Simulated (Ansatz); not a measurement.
**AlNi3 (Fm-3m), two-dimensional strain map**

Theory: DFT PBEsol, scalar-relativistic, plane waves, PAW in Ansatz. Settings: plane waves to 420 eV, k-mesh 14×14×14 (Γ-centred), Gaussian smearing 0.15 eV. No spin polarisation. A magnetic state may lie lower. Energies are free energies at this smearing, counted from the undisturbed cell; pressure is positive in compression.

Zero of the scan (relaxed at this level; with this scan's settings it stands at 0.1 GPa; it needn't be the usual structure):

```
Al Ni
1.0
     0.00000    2.79841    2.79841
     2.79841    0.00000    2.79841
     2.79841    2.79841    0.00000
Al Ni
1 3
Cartesian
  2.7984 2.7984 2.7984
  1.3992 1.3992 1.3992
  0.0000 0.0000 0.0000
  4.1976 4.1976 4.1976
```

The cell is strained by p along both x and y and by q along z, fractional coordinates fixed. Points are written (p, q).

Energy above the undisturbed cell in meV/atom (a dash: not computed):

```csv
p \ q,-0.080,-0.040,0.000,0.040,0.080
-0.080,532.7,352.7,215.8,114.7,43.9
-0.040,216.0,114.7,48.1,8.1,-9.6
0.000,53.8,?,0.0,8.9,33.3
0.040,?,9.2,38.6,?,143.6
0.080,46.4,?,140.7,215.8,299.9
```

Q: Fill in the withheld energies.

A: (0.000, -0.040): 11.6; (0.040, -0.080): 7.5; (0.040, 0.040): 85.6; (0.080, -0.040): 81.2.